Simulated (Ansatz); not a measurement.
Ni:
```yaml
crystal:
  lattice:
    - [0.00000, 1.73390, 1.73390]
    - [1.73390, 0.00000, 1.73390]
    - [1.73390, 1.73390, 0.00000]
  atoms:
    - { symbol: Ni, position: [0.00000, 0.00000, 0.00000], spin: 0.8 }
```

Relaxed with r²SCAN+D4.

Q: Which orbitals make up the states near the Fermi level in the program Ansatz at the r²SCAN+D4 level (PAW)?

A: Within 0.5 eV of the Fermi level: Ni 3d 92 %, Ni 4s 6 %. Projections are on Löwdin-orthogonalised atomic valence shells; empty p or d shells of many metals are not among them.

Q: Tabulate the density of states.

A: States/eV per cell of 1 atom, in 0.25 eV bins, energy from the Fermi level.

```
E (eV)  total  Ni 3d  Ni 4s
------  -----  -----  -----
-7.85    0.11   0.00   0.10
-7.60    0.12   0.01   0.11
-7.35    0.13   0.01   0.12
-7.10    0.14   0.01   0.12
-6.85    0.15   0.02   0.13
-6.60    0.17   0.03   0.14
-6.35    0.20   0.04   0.15
-6.10    0.23   0.06   0.17
-5.85    0.28   0.09   0.18
-5.60    0.42   0.21   0.21
-5.35    0.64   0.40   0.23
-5.10    0.81   0.57   0.23
-4.85    1.24   1.00   0.22
-4.60    1.38   1.19   0.17
-4.35    1.37   1.22   0.12
-4.10    1.26   1.14   0.08
-3.85    1.43   1.32   0.06
-3.60    1.65   1.55   0.05
-3.35    1.95   1.84   0.05
-3.10    2.13   2.00   0.05
-2.85    2.27   2.17   0.04
-2.60    1.95   1.83   0.05
-2.35    1.94   1.81   0.06
-2.10    2.47   2.32   0.08
-1.85    2.56   2.43   0.07
-1.60    2.64   2.54   0.05
-1.35    2.61   2.53   0.04
-1.10    3.18   3.11   0.04
-0.85    1.15   1.09   0.04
-0.60    1.01   0.94   0.05
-0.35    0.98   0.90   0.05
-0.10    1.02   0.94   0.06
0.15     1.64   1.54   0.07
0.40     1.09   0.98   0.08
0.65     0.45   0.33   0.08
0.90     0.31   0.18   0.09
1.15     0.30   0.15   0.09
1.40     0.29   0.13   0.10
1.65     0.28   0.12   0.10
1.90     0.27   0.10   0.09
2.15     0.26   0.09   0.09
2.40     0.26   0.08   0.09
2.65     0.25   0.07   0.08
2.90     0.24   0.06   0.08
3.15     0.23   0.05   0.07
3.40     0.22   0.05   0.07
3.65     0.21   0.04   0.06
3.90     0.20   0.04   0.06
4.15     0.19   0.03   0.05
4.40     0.18   0.03   0.04
4.65     0.16   0.02   0.04
```

Space group Fm-3m (fcc (Cu type)). The r²SCAN+D4 relaxation kept the symmetry of its start. Spin order of the final state: ferromagnetic, chosen from 3 collinear starts compared on coarse meshes (ties went to the first, and starts can fall back to one state), not a proven ground state. Textbook magnetic order: ferromagnetic. Other orbital occupations within this spin state were not tried. The pairwise dispersion correction was not fitted to metals.

Potentials: the later of the program's two PAW sets.
